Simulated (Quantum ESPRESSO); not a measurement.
Space group Pm-3m (No. 221); a = b = c = 5.622 Å, α = β = γ = 90.00°

```json
[
 {"atom": "Cl", "site": "3c", "symmetry": "4/mm.m", "x": "0.0000", "y": "0.5000", "z": "0.5000"},
 {"atom": "Cs", "site": "1a", "symmetry": "m-3m", "x": "0.0000", "y": "0.0000", "z": "0.0000"},
 {"atom": "Pb", "site": "1b", "symmetry": "m-3m", "x": "0.5000", "y": "0.5000", "z": "0.5000"}
]
```

Cell and atoms were relaxed with PBEsol from Materials Project entry mp-23037, within its symmetry.

Problem. What does norm-conserving PBE (Quantum ESPRESSO, 62 Ry, without SOC) give for the electronic structure near the Fermi level?

Solution. The PBE gap is direct, 1.98 eV at R. Spin-orbit coupling is left out; with 6p states at a band edge it can lower the gap by many tenths of an eV, most of a small gap. The cell is held in this high symmetry; tilts and polar distortions were not searched.
